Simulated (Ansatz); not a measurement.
Does relaxation matter for the field gradients of WS2 with Sc replacing W?

Start: a supercell of WS2 (space group P6_3/mmc) built from a COD entry (the entry's cell lengths or inner coordinates differ somewhat from later room-temperature determinations), with all atoms left at the host's positions.

Space group P-6m2 (No. 187); a = 9.5400, c = 12.5000 Å, γ = 120.00°.

```
site  Wyckoff  site symmetry       x       y       z
  Sc       1a           -6m2  0.0000  0.0000  0.0000
  W2       6l            m..  0.0000  0.3333  0.0000
  W6       1c           -6m2  0.3333  0.6667  0.0000
  W8       1e           -6m2  0.6667  0.3333  0.0000
 W10       3k            mm2  0.1111  0.8889  0.5000
 W12       3k            mm2  0.1111  0.5556  0.5000
 W14       3k            mm2  0.4444  0.2222  0.5000
 S19       2g            3m.  0.0000  0.0000  0.3750
 S20      12o              1  0.0000  0.3333  0.3750
 S24       2h            3m.  0.3333  0.6667  0.3750
 S26       2i            3m.  0.6667  0.3333  0.3750
 S28       6n            .m.  0.1111  0.8889  0.8750
 S30       6n            .m.  0.1111  0.5556  0.8750
 S32       6n            .m.  0.4444  0.2222  0.8750
```

One atom of each set is listed.

All values are calculated (Ansatz; DFT, PBE, plane waves and PAW, scalar-relativistic, 420 eV cutoff, Γ-centred 3×3×2 k-points, Fermi–Dirac smearing 0.01 eV, cell charge -1), not measured.

The largest force at the start is 1.1 eV/Å. Relaxing the ions at fixed cell moves them by 0.097 Å at most (atom 29, S) and 0.036 Å rms.

```
site  moved (Å)             first shell before              first shell after  V_zz before (10²¹ V/m²)  η before
  Sc      0.000                  6 S at 2.41 Å                  6 S at 2.49 Å                    -2.67      0.00
  W2      0.039                  6 S at 2.41 Å             6 S at 2.39–2.42 Å                   -16.38      0.46
  W6      0.000                  6 S at 2.41 Å                  6 S at 2.41 Å                   -15.48      0.00
  W8      0.000                  6 S at 2.41 Å                  6 S at 2.41 Å                   -16.34      0.00
 W10      0.000                  6 S at 2.41 Å                  6 S at 2.42 Å                   -18.10      0.00
 W12      0.001                  6 S at 2.41 Å                  6 S at 2.42 Å                   -17.89      0.01
 W14      0.001                  6 S at 2.41 Å                  6 S at 2.42 Å                   -17.82      0.01
 S28      0.097  2 W at 2.41 Å, 1 Sc at 2.41 Å  2 W at 2.39 Å, 1 Sc at 2.49 Å                    -8.11      0.48
 S30      0.017                  3 W at 2.41 Å             3 W at 2.39–2.41 Å                    -4.08      0.07
 S32      0.011                  3 W at 2.41 Å             3 W at 2.41–2.42 Å                    -4.28      0.27
```

Task: What are V_zz and η after the relaxation?

Result: 

```json
{"site": "Sc", "V_zz after": "-1.33", "η after": "0.00", "change of V_zz": "+1.34"}
{"site": "W2", "V_zz after": "-17.31", "η after": "0.58", "change of V_zz": "-0.93"}
{"site": "W6", "V_zz after": "-13.53", "η after": "0.00", "change of V_zz": "+1.95"}
{"site": "W8", "V_zz after": "-15.99", "η after": "0.00", "change of V_zz": "+0.35"}
{"site": "W10", "V_zz after": "-17.65", "η after": "0.00", "change of V_zz": "+0.45"}
{"site": "W12", "V_zz after": "-17.47", "η after": "0.01", "change of V_zz": "+0.42"}
{"site": "W14", "V_zz after": "-17.44", "η after": "0.01", "change of V_zz": "+0.38"}
{"site": "S28", "V_zz after": "-6.87", "η after": "0.60", "change of V_zz": "+1.24"}
{"site": "S30", "V_zz after": "-3.78", "η after": "0.11", "change of V_zz": "+0.30"}
{"site": "S32", "V_zz after": "-4.44", "η after": "0.12", "change of V_zz": "-0.16"}
```

The largest change of V_zz is on W6, from -15.48 to -13.53. In per cent, |V_zz| changes by -50 on Sc, -13 to +6 on W, -15 to +4 on S (all sites that start above 2). Where |V_zz| stays above 0.1, η moves most on S32, from 0.27 to 0.12. The table leaves out 4 of the 14 sites, with |V_zz| up to 4.90; their tensors move by 0.17 at most along any direction. The statements above cover all sites.

The run isn't spin-polarised, and a state with spin may lie lower. The defect repeats with the cell of 54 atoms, so it feels its images: sites between two images don't show the values beside a lone defect, and zeros or small values of η there can come from the images' arrangement. S and W carry a gradient in the pure host already, so the values there aren't the defect's effect alone. A uniform background compensates the cell's charge. The defect cell has no gap above 0.1 eV on its mesh, so the values can hang on the smearing and the k-mesh. Without spin–orbit coupling the gradients at and beside W can be off by some per cent, at some sites by more.
Before: The neighbours have not yet relaxed around the defect (largest force 1.1 eV/Å), so a real crystal will differ.
After: The relaxation keeps the site symmetry -6m2 of the start, so the impurity can't leave its site; a distortion that would localise the partly filled state isn't explored.
